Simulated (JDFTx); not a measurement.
Ag(111) slab cut from bulk Ag (space group Fm-3m, indices of the conventional cell, lattice of the Materials Project entry mp-124, not re-optimised): 4 atoms in 4 planes, a 1x1 cell of 7.29 Å² (|a| = 2.902, |b| = 2.902 Å), 7.1 Å between the outermost planes, cell height 31.1 Å, 8×8×1 k mesh, Fermi smearing 0.01 Ha, no spin polarisation.

Method: PBE, GBRV ultrasoft potentials, plane waves to 20/100 Ha, in a modified build of JDFTx. Unrelaxed slab in linear PCM (GLSSA13), water, with a linear (Debye) 1:1 salt. C is the mean capacitance on the negative side of zero charge, good to about 1.5 %; C_d = ε₀ε/λ is the diffuse-layer value.

```
salt   λ (Å)  1000/C_d (cm²/μF)  1000/C (cm²/μF)
-----  -----  -----------------  ---------------
0.1 M   9.61              13.85             75.3
0.3 M   5.55               7.99             69.2
1 M     3.04               4.38         withheld
3 M     1.75               2.53             63.9
```

### Question
Fit the Parsons-Zobel line 1000/C = m·(1000/C_d) + q to the other rows by least squares, predict the withheld value, and compare with the run.

### Answer
The fit gives m = 1.01, q (cm²/μF) = 61.3, with a root-mean-square miss of 0.09 cm²/μF on its own rows. It predicts 65.7 cm²/μF; the run gives 65.7 cm²/μF, the same to these digits.

Two capacitors in series would give m = 1; the intercept corresponds to an inner capacitance of 16.3 μF/cm².
